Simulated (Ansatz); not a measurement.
A short materials screen. Bulk modulus and its pressure derivative give the pressure that a small compression needs; a soft, simple solid makes a sensitive pressure gauge, a stiff one a good anvil or seat.

MgO serves as the reference. Hydrostatic compression by 5 % of the volume (V₀/V = 1.0526), no change of phase.

Levels of theory (Ansatz, a plane-wave PAW program): B₀, B₀′: r²SCAN, Birch–Murnaghan fit of energy against volume; volume per atom: r²SCAN, relaxed cell.

Runs started from generated or typed cells of the structure named: β-Ga2O3; TiO2; MgO. Not checked to be the ambient phase: TiRh3 (Cu3Au type); La3In (Cu3Au type); Pt3Pb (Cu3Au type). Spin–orbit coupling is left out unless named.

Model: linear estimate = B₀ × compression; P = (B₀/B₀′)[(V₀/V)^B₀′ − 1]; modulus under load = B₀ + B₀′P; relative pressure = P/P_ref.

| crystal | B₀ (GPa) | B₀′ | V (Å³/atom) | linear estimate (GPa) | Murnaghan pressure (GPa) | modulus there (GPa) | pressure (relative) |
|---|---|---|---|---|---|---|---|
| β-Ga2O3 | 178 | 3.1 | 10.51 | 8.9 | 9.890 | 209 | 1.04 |
| TiO2 (Pbca) | 201 | 5.2 | 10.72 | 10 | 11.81 | 262 | 1.80 |
| TiRh3 (Cu3Au type) | 251 | 4.8 | 13.94 | 13 | 14.59 | 321 | 1.53 |
| La3In (Cu3Au type) | 39.1 | 3.8 | 32.69 | 2.0 | 2.213 | 47.5 | 0.23 |
| Pt3Pb (Cu3Au type) | 191 | 5.6 | 17.14 | 9.6 | 11.34 | 255 | 1.19 |
| MgO (rock salt), reference | 167 | 4.1 | 9.29 | 8.4 | 9.527 | 206 | 1.00 |

Question: Check the column «pressure (relative)» against the rules: one row is wrong. Find and correct it.

Answer: The row of TiO2 shows 1.80. From its own inputs, relative pressure: 11.81/9.527 = 1.24. The other rows agree with the rules.

With the correction: Ranking by relative pressure, highest first: TiRh3 (Cu3Au type) (1.53 ± 0.078), TiO2 (1.24 ± 0.063) ≈ Pt3Pb (Cu3Au type) (1.19 ± 0.061), β-Ga2O3 (1.04 ± 0.053) ≈ MgO (1.00 ± 0.051), La3In (Cu3Au type) (0.23 ± 0.012). The ± follows from allowances picked for this note (B₀ 5 %, B₀′ 0.4), carried to first order and added in quadrature, each row's own inputs moving alone; ≈ joins neighbours closer than their two ± added in quadrature.

B₀′ is the least certain number of such a fit, often by half a unit. Where several phases of a formula are at hand, those over 0.1 eV/atom above the lowest were not drawn (by r²SCAN where it compared them, else by the largest value; a layered or molecular lowest phase counts only with a dispersion term); other phases could lie lower still. The rows are a sample and no shortlist: familiar crystals first, some related and some not, whatever their agreement with measurement; tables with many equal figures were not kept. Limits of the draw: no layered crystals, B₀′ of 2 to 8; no unfamiliar magnets, and cubic perovskites only if shown or known to be stable. As a rule kept out of such tables: 4f compounds, open-shell compounds run without a Hubbard term, cells found unstable in the tests at hand, cells close to a higher symmetry, and runs set to a pressure or over 12 % in volume from the crystal's fullest run.
